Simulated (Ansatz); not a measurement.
Equation of state of zinc, fcc

All numbers below come from DFT, PBEsol, plane waves (420 eV) with PAW, scalar-relativistic (Ansatz). The PAW files were generated under PBE, with cores re-solved for the functional.

The cell is scaled uniformly from the relaxed one, with fractional coordinates and shape fixed. Energies are extrapolated to zero smearing, pressures are those at the given smearing. Magnetic state: spin not included.

| V (Å³/atom) | E − E₀ (meV/atom) | P (GPa) |
| --- | --- | --- |
| 12.487 | 66.5 | 14.98 |
| 13.054 | 25.7 | 8.54 |
| 13.622 | 5.1 | 3.55 |
| 14.189 | 0.1 | -0.33 |
| 14.757 | 7.2 | -3.33 |
| 15.325 | 23.7 | -5.65 |
| 15.892 | 47.2 | -7.44 |

Task: Fit a third-order Birch-Murnaghan equation.

Result: V₀ = 14.12 Å³/atom, B₀ = 87 GPa, B₀′ = 5.4.
